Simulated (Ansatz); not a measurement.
LaBi (rock salt, Fm-3m), DFT-PBEsol in the program Ansatz with PAW potentials, all energies at zero smearing, with the estimated change up to a 700 eV cutoff added, with one set of potentials and settings (totals compare only within such a set). Cell of 2 atoms (1 La, 1 Bi): -18405.404 eV.

```
element                reference phase  E (eV/atom)
-------  -----------------------------  -----------
La       P6_3/mmc, 4 atoms in the cell   -6161.2767
Bi           R-3m, 2 atoms in the cell  -12242.0039
```

Formation energy per atom, worked out: (-18405.404 − 1×(-6161.2767) − 1×(-12242.0039))/2 = -1.062 eV/atom (-102 kJ per mol of atoms), at 0 K, without zero-point energy or fitted corrections.

The workflow started from a Materials Project entry (that database holds measured and hypothetical structures alike); the Crystallography Open Database files this formula in space group No. 225, but the cells were not matched. Whether it is the stable phase at ambient conditions was not checked. The PBEsol relaxation kept the symmetry of its start; of distortions, only those at the zone centre were tested. The references are the lowest solids computed at this level, not always the standard phases. Scalar-relativistic: spin–orbit coupling is off unless named, which matters more the heavier the elements.

Potentials: the later of the program's two PAW sets.
